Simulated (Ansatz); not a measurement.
# Structure search: one Ba₂Hf₂O candidate

All numbers below come from DFT PBE, scalar-relativistic, plane waves, PAW (Ansatz 0.2.0). Cutoff 420 eV, Gaussian smearing, Γ-centred meshes. Cell and atoms relax first on a coarse mesh and then on a finer one. In between, the cell is made exact in the group found at 0.06 Å. In metals the finer mesh still leaves noise of several meV/atom or more. The steps can't lower the symmetry of their start. No spin polarisation.

Recipe of this trial structure of Ba₂Hf₂O: random cell by space group and Wyckoff sites (P-3m1, No. 164). Its size is a rough estimate.

Space group P-3m1 (No. 164). a = 4.333 Å, b = 4.333 Å, c = 8.387 Å, α = 90.00°, β = 90.00°, γ = 120.00°
```json
{"atom": "Ba", "site": "2c", "symmetry": "3m.", "x": "0.0000", "y": "0.0000", "z": "0.1951"}
{"atom": "Hf", "site": "2d", "symmetry": "3m.", "x": "0.3333", "y": "0.6667", "z": "0.5509"}
{"atom": "O", "site": "1b", "symmetry": "-3m.", "x": "0.0000", "y": "0.0000", "z": "0.5000"}
```

The zero of energy is the elements' standard structures at the same level (O₂ as a molecule); no fitted shifts are applied.

Task: What does it relax into?

Result: The symmetry stays P-3m1 (No. 164). The volume per atom shrinks by 1.4 %, from 27.3 to 26.9 Å³. The shortest distance goes from 2.54 Å (Hf–O) to 2.32 Å (Hf–O). The ratio c/a of the conventional cell changes by a factor of 1.83. The energy falls by about 0.77 eV/atom (the start's value is from the coarse mesh). Conventional cell: a = 3.528 Å, c = 12.467 Å. Around Ba lie 6 Ba at 3.53 Å, 3 Hf at 3.75 Å, 1 Ba at 3.94 Å and 1 O at 4.26 Å; Hf is surrounded by 3 O at 2.32 Å, 3 Hf at 3.02 Å, 6 Hf at 3.53 Å and 3 Ba at 3.75 Å; around O lie 6 Hf at 2.32 Å, 6 O at 3.53 Å, 6 Hf at 4.22 Å and 2 Ba at 4.26 Å.

```cif
data_structure
_symmetry_space_group_name_H-M 'P 1'
_symmetry_Int_Tables_number 1
_cell_length_a 3.5285
_cell_length_b 3.5285
_cell_length_c 12.4670
_cell_angle_alpha 90.000
_cell_angle_beta 90.000
_cell_angle_gamma 120.000
_cell_volume 134.42
loop_
_atom_site_label
_atom_site_type_symbol
_atom_site_fract_x
_atom_site_fract_y
_atom_site_fract_z
_atom_site_occupancy
Ba1 Ba 0.00000 0.00000 0.15806 1
Ba2 Ba 0.00000 0.00000 0.84194 1
Hf1 Hf 0.33333 0.66667 0.58956 1
Hf2 Hf 0.66667 0.33333 0.41044 1
O1 O 0.00000 0.00000 0.50000 1
```

Task: Give its energy and gap.

Result: The energy over the elements is −0.45 eV/atom and the gap on the 12×12×4 mesh of the 5-atom cell is 0 eV (a metal).

The last run used Gaussian smearing of 0.10 eV. Spin–orbit coupling, which can matter for Hf, is left out. The cell is a metal run without spin; a magnetic state may lie lower. Symmetry constrained the relaxation, so the result can be a saddle point. Another cell of Ba2Hf2O relaxed alike, in P-3m1, lies 116 meV/atom lower, so this cell isn't the stable form at this level.
